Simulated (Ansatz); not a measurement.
SiGe:
```yaml
crystal:
  lattice:
    - [1.98127, 1.14389, 6.46125]
    - [-1.98127, 1.14389, 6.46125]
    - [0.00000, -2.28777, 6.46125]
  atoms:
    - { symbol: Si, position: [0.93909, 0.93909, 0.93909] }
    - { symbol: Si, position: [0.06091, 0.06091, 0.06091] }
    - { symbol: Ge, position: [0.43574, 0.43574, 0.43574] }
    - { symbol: Ge, position: [0.56426, 0.56426, 0.56426] }
```

Relaxed with PBE. Special points in fractions of this cell's reciprocal vectors: Γ (0.000, 0.000, 0.000); T (0.500, 0.500, 0.500); H2 (0.812, 0.188, 0.500); H0 (0.500, -0.188, 0.188); L (0.500, 0.000, 0.000); S0 (0.344, -0.344, 0.000); S2 (0.656, 0.000, 0.344); F (0.500, 0.000, 0.500).

List the band energies nearest the valence-band maximum at these points for DFT-PBE in the program Ansatz with PAW potentials.

In eV from the valence-band maximum; about four levels below and three above (degenerate sets whole), none deeper than 8.9 eV; points with the same levels are listed once.

| k | below | above |
|---|---|---|
| Γ | -1.27 -1.27 -0.05 0.00 0.00 | 0.83 1.36 2.52 2.52 |
| T | -0.82 -0.82 -0.78 -0.78 | 1.23 1.29 3.45 3.45 |
| H2 | -4.05 -4.04 -2.44 -2.23 | 1.53 2.16 5.02 |
| L | -3.55 -3.46 -2.29 -2.18 | 1.48 1.56 4.39 |
| S0 | -4.28 -3.87 -2.59 -2.19 | 1.40 3.22 3.44 |
| F | -2.88 -2.87 -1.27 -1.24 | 0.38 0.82 1.25 |

Space group R-3m. The start of the workflow was typed in or built on a structure type; neither database checked (COD, Materials Project) lists it. Whether it is the stable phase at ambient conditions was not checked. The cell was relaxed with PBE under the symmetry of its start; whether a distortion lowers the energy is not shown. Spin–orbit coupling is left out wherever it is not named.

Potentials: the later of the program's two PAW sets.
